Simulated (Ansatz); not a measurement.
## Zr₂C: rattling a relaxed structure

The cell was found from a structure generator's guess, not taken from experiment.

Computed with DFT PBE, scalar-relativistic, plane waves, PAW in Ansatz 0.2.0. Settings: cutoff 420 eV, Γ-centred mesh 18×18×18 on the computed 3-atom cell, Gaussian smearing of 0.10 eV; no spin polarisation.

The cell below (3 atoms, space group R-3m (No. 166)) is relaxed within its symmetry.

```yaml
crystal:
  lattice:
    - [1.66773, 0.96287, 5.38287]
    - [-1.66773, 0.96287, 5.38287]
    - [0.00000, -1.92573, 5.38287]
  atoms:
    - { symbol: Zr, position: [0.25557, 0.25557, 0.25557] }
    - { symbol: Zr, position: [0.74443, 0.74443, 0.74443] }
    - { symbol: C, position: [0.00000, 0.00000, 0.00000] }
```

For the test a repeat of it with 6 atoms (edges 3.34, 5.72, 5.78 Å) was strained at random (σ = 1.5 % a component), the atoms were moved at random (σ = 0.10 Å), and all was relaxed again on a coarse 6×6×4 mesh (in the run’s order of axes) with 0.20 eV smearing, with no symmetry imposed.

**Question.** Does it come back?

**Answer.** It returns, within 1 meV/atom of the unmoved cell on that mesh and with the same symmetry when read at 0.1 Å (C2/m at 0.01 Å, so small strains and shifts remain). No instability shows in this cell; modes of other wave vectors, which need another repeat, aren't tested.
